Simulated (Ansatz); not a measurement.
Task: NbC2 (MoSi2 or CaC2 type, I4/mmm) is relaxed with r²SCAN (plane waves, PAW; program Ansatz). What lattice parameters of the conventional cell result?

Result: a = 3.204 Å, c = 5.874 Å.

Task: Give the free coordinates with the occupied sites.

Result: In one choice of origin and axes:

```json
[
 {"atom": "Nb", "site": "2a", "symmetry": "4/mmm", "x": "0.0000", "y": "0.0000", "z": "0.0000"},
 {"atom": "C", "site": "4e", "symmetry": "4mm", "x": "0.0000", "y": "0.0000", "z": "0.3849"}
]
```

Task: Is it a metal or does it have a gap at this level?

Result: No gap at this level.

The start of the workflow was typed in or built on a structure type; neither database checked (COD, Materials Project) lists it. Whether it is the stable phase at ambient conditions was not checked. The cell was relaxed with r²SCAN under the symmetry of its start; whether a distortion lowers the energy is not shown. No spin polarisation was allowed. The volume moved by -28 % from the start of the relaxation. Its formation energy is positive at this level, so the cell may be metastable or incomplete. Spin–orbit coupling is left out wherever it is not named.

Potentials: the earlier of the program's two PAW sets.
